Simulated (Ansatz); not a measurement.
An elastic tensor (GPa, Voigt order, standard axes) from plane-wave PAW r²SCAN (Ansatz code):

```
348  157  157  0.0  0.0  0.0
157  348  157  0.0  0.0  0.0
157  157  348  0.0  0.0  0.0
0.0  0.0  0.0  136  0.0  0.0
0.0  0.0  0.0  0.0  136  0.0
0.0  0.0  0.0  0.0  0.0  136
```

**Question.** Pick the material that matches.
A. InPd, CsCl type
B. AlN, rock salt
C. TiCo, CsCl type
D. AlRu, CsCl type

**Answer.** D, AlRu, CsCl type

Space group Pm-3m (CsCl type). The r²SCAN relaxation kept the symmetry of its start. The run is not spin-polarised. As this level gives no gap, shear constants depend on the k-mesh and smearing (Fermi–Dirac, 0.1 eV here).

Potentials: the later of the program's two PAW sets.
